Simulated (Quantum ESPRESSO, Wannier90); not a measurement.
## Wannierisation of CsPbI3 (cubic perovskite)

Materials Project entry mp-1069538; symmetrised, unrelaxed at this level. Not found in the COD (Crystallography Open Database) copy used, which has the formula in other groups; not checked further. Method: PBEsol plane waves in Quantum ESPRESSO 7.5 (PseudoDojo norm-conserving files, 56 Ry, no spin polarisation, no spin-orbit coupling), Bloch states on a 6×6×6 mesh through Γ, Wannier90 4.0.1. Density: 6×6×6 mesh, cold smearing 0.01 Ry. Spin-orbit coupling is left out although heavy elements are present.

```
begin unit_cell_cart
ang
    6.2751400000    0.0000000000    0.0000000000
    0.0000000000    6.2751400000    0.0000000000
    0.0000000000    0.0000000000    6.2751400000
end unit_cell_cart
mp_grid = 6 6 6
```

### Question
Which shells of neighbouring k-points and which b-vectors and weights does Wannier90 pick for this cell and mesh?

### Answer
```
 *---------------------------------- K-MESH ----------------------------------*
 +----------------------------------------------------------------------------+
 |                    Distance to Nearest-Neighbour Shells                    |
 |                    ------------------------------------                    |
 |          Shell             Distance (Ang^-1)          Multiplicity         |
 |          -----             -----------------          ------------         |
 |             1                   0.166880                      6            |
 |             2                   0.236004                     12            |
 |             3                   0.289045                      8            |
 |             4                   0.333761                      6            |
 |             5                   0.373156                     24            |
 |             6                   0.408772                     24            |
 |             7                   0.472009                     12            |
 |             8                   0.500641                     30            |
       ... (lines left out)
 +----------------------------------------------------------------------------+
 | The b-vectors are chosen automatically                                     |
 | The following shells are used:                       1                     |
 +----------------------------------------------------------------------------+
 |                        Shell   # Nearest-Neighbours                        |
 |                        -----   --------------------                        |
 |                          1               6                                 |
 +----------------------------------------------------------------------------+
 | Completeness relation is fully satisfied [Eq. (B1), PRB 56, 12847 (1997)]  |
 +----------------------------------------------------------------------------+
 |                  b_k Vectors (Ang^-1) and Weights (Ang^2)                  |
 |                  ----------------------------------------                  |
 |            No.         b_k(x)      b_k(y)      b_k(z)        w_b           |
 |            ---        --------------------------------     --------        |
 |             1         0.000000    0.000000    0.166880    17.953933        |
 |             2         0.000000    0.166880    0.000000    17.953933        |
 |             3         0.166880    0.000000    0.000000    17.953933        |
 |             4         0.000000    0.000000   -0.166880    17.953933        |
 |             5         0.000000   -0.166880    0.000000    17.953933        |
 |             6        -0.166880    0.000000    0.000000    17.953933        |
```
